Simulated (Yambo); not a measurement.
CsCaH3 (cubic perovskite, space group Pm-3m, No. 221): a test of whether the lowest BSE state is resolved, against the k mesh (Yambo, LDA bands; otherwise 3 valence and 8 conduction bands, static screening with 45 bands and a 3 Ry block, scissor 2.52 eV, Tamm-Dancoff).

| k mesh | direct gap (eV) | lowest state (eV) | difference (eV) | k points taking part | rough cost |
|---|---|---|---|---|---|
| 4×4×4 | 5.33 | 4.71 | 0.62 | 3.6 | about 1/30 |
| 6×6×6 | 5.33 | 4.87 | 0.47 | 5.2 | about 1/5 |
| 8×8×8 | 5.33 | 4.92 | 0.41 | 12 | 1 |

The last step moves the difference by 0.05 eV. Even the densest mesh doesn't resolve the state: none of these energies is a result, and the difference is no binding energy.

These are vertical excitations (zero momentum). The scissor comes from a G0W0 run whose convergence isn't established; costs are rough.

The cell is held in this high symmetry; tilts and polar distortions were not searched.

Geometry of the Materials Project entry, not relaxed at this level; primitive cell a = b = c = 4.621 Å, α = β = γ = 90.00°.

The structure is a Materials Project entry; no match was found in the copy of COD used, and its stability was not checked.
